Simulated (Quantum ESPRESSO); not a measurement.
## Rh4CuVRu2 (one composition in several site orders)

Simulated, not a measurement. The program is pw.x of Quantum ESPRESSO 7.5 (plane-wave density functional theory). The cell is made up: eight metal atoms on a face-centred cubic lattice, with elements, volume, strain and displacements drawn at random and not relaxed, so it may be unstable or far from any real phase. PseudoDojo standard norm-conserving files set the functional (PBE unless stated); there is no spin polarisation or spin-orbit coupling, the Fermi-Dirac width of 0.25 eV means electrons at about 2900 K, and the masses in the input are unused placeholders. The copper pseudopotential is less sure than most, with forces differing by about three percent and pressure by about two GPa from a second method on plain copper. A spin test at this wide smearing found no moment, but such smearing suppresses magnetism that the real alloy may have.

The runs put one composition on the sites in different orders. Cell, positions, cutoff, mesh and smearing stay as in the input of run 1; sites are counted in its order. Stress in the tables is positive in tension.

Input of run 1:

```
&control calculation='scf', pseudo_dir='./dojo.nc.sr.pbe.v0_5.standard.upf', outdir='./o', disk_io='minimal', tprnfor=.true., tstress=.true. /
&system ibrav=0, nat=8, ntyp=4, nbnd=83, ecutwfc=92.02030273, nosym=.true., tot_charge=0,
 occupations='smearing', smearing='fd', degauss=0.0183746611
/
&electrons conv_thr=1.470e-08, electron_maxstep=70, mixing_beta=0.5 /
ATOMIC_SPECIES
Cu 1.0 Cu.upf
Rh 1.0 Rh.upf
Ru 1.0 Ru.upf
V 1.0 V.upf
CELL_PARAMETERS angstrom
1.9828 3.8882 1.9179
0.0553 3.8357 -3.7862
-3.8203 3.8039 0.0234
ATOMIC_POSITIONS angstrom
Rh -0.051 -0.0181 0.0146
Rh -1.8869 1.8657 -0.0192
Cu 0.0409 2.0221 -1.9989
V -1.9638 3.857 -1.9231
Ru -0.1291 3.9664 0.1222
Rh -1.8768 5.7383 -0.0855
Rh 0.017 5.7443 -1.8836
Ru -1.8471 7.6022 -1.7301
K_POINTS automatic
5 5 5 1 1 1
```

| run | elements on sites 1 to 8 | free energy less that of run 1 (eV) | -TS (eV) | pressure (GPa) | stress xx (GPa) | stress yy (GPa) | stress zz (GPa) | stress yz (GPa) | stress xz (GPa) | stress xy (GPa) | iterations |
| --- | --- | --- | --- | --- | --- | --- | --- | --- | --- | --- | --- |
| 1 | Rh Rh Cu V Ru Rh Rh Ru | 0.000 | -2.039 | -2.61 | 4.58 | -0.18 | 3.44 | 1.70 | 0.34 | 5.71 | 24 |
| 2 | Rh Ru Rh Rh Rh Ru V Cu | 0.089 | -2.066 | -2.84 | 5.27 | 0.07 | 3.19 | 2.47 | -0.05 | 5.96 | 22 |
| 3 | Rh Cu Ru V Rh Ru Rh Rh | 0.035 | -2.031 | -2.67 | 5.80 | 1.60 | 0.62 | 4.83 | -0.33 | 3.30 | 22 |
| 4 | Ru Rh Cu Ru Rh Rh V Rh | 0.288 | -2.143 | -1.91 | 4.17 | 1.10 | 0.46 | 2.69 | -1.24 | 4.74 | 23 |
| 5 | Ru Ru Rh Rh V Rh Rh Cu | -0.141 | -1.957 | -3.34 | 4.61 | 4.61 | 0.82 | 2.22 | 0.76 | 3.21 | 21 |
| 6 | Cu Rh Ru Ru Rh Rh V Rh | 0.162 | -2.083 | -1.82 | 4.57 | 0.65 | 0.26 | 2.09 | -1.10 | 3.47 | 23 |

Forces Fx Fy Fz (eV/Å):

| site | run 1 | run 2 | run 3 | run 4 | run 5 | run 6 |
| --- | --- | --- | --- | --- | --- | --- |
| 1 | 0.22 0.24 -0.59 | 0.26 0.57 -0.79 | 0.35 0.20 -0.77 | 0.03 0.31 -0.43 | 0.01 0.21 -0.86 | 0.24 0.23 -0.52 |
| 2 | -0.43 0.83 0.16 | -0.20 1.07 0.26 | -0.20 0.67 0.06 | -0.09 0.91 0.45 | -0.40 0.49 -0.38 | 0.07 0.91 0.63 |
| 3 | -0.43 -0.56 0.70 | -0.57 -0.95 0.76 | -0.10 -0.84 1.07 | -0.43 -0.50 0.69 | -0.46 -0.55 0.87 | -0.81 -0.50 0.69 |
| 4 | 0.17 -0.18 0.08 | 0.37 -0.48 0.34 | 0.16 -0.10 0.27 | 0.51 -0.47 0.31 | 0.65 -0.48 0.53 | 0.71 -0.42 0.48 |
| 5 | 1.06 -1.60 -0.87 | 1.19 -1.43 -0.64 | 1.05 -1.23 -1.02 | 1.68 -1.63 -0.90 | 0.69 -0.40 -0.40 | 1.57 -1.72 -1.40 |
| 6 | -1.04 -0.03 1.22 | -0.46 0.38 1.11 | -1.14 -0.24 1.16 | -0.99 0.18 1.45 | -0.55 -0.19 1.87 | -1.07 0.09 1.37 |
| 7 | 0.47 -0.10 -0.12 | -0.08 0.04 -0.17 | 0.44 0.04 -0.03 | 0.10 -0.13 -0.32 | 0.62 0.03 -0.65 | 0.00 0.01 0.11 |
| 8 | -0.03 1.40 -0.60 | -0.53 0.79 -0.87 | -0.56 1.49 -0.74 | -0.80 1.33 -1.26 | -0.55 0.89 -0.97 | -0.71 1.39 -1.37 |

The sites are displaced and not relaxed, so the energy differences hold strain from misfit and are not ordering energies. A rerun of one cell of this series at a higher cutoff and on a denser mesh moved values by no more than 0.009 eV in energy, 0.05 GPa in stress and 0.011 eV/Å in force, and a second program with other atomic files agreed on that cell to 2 % rms in force and 0.5 GPa in pressure.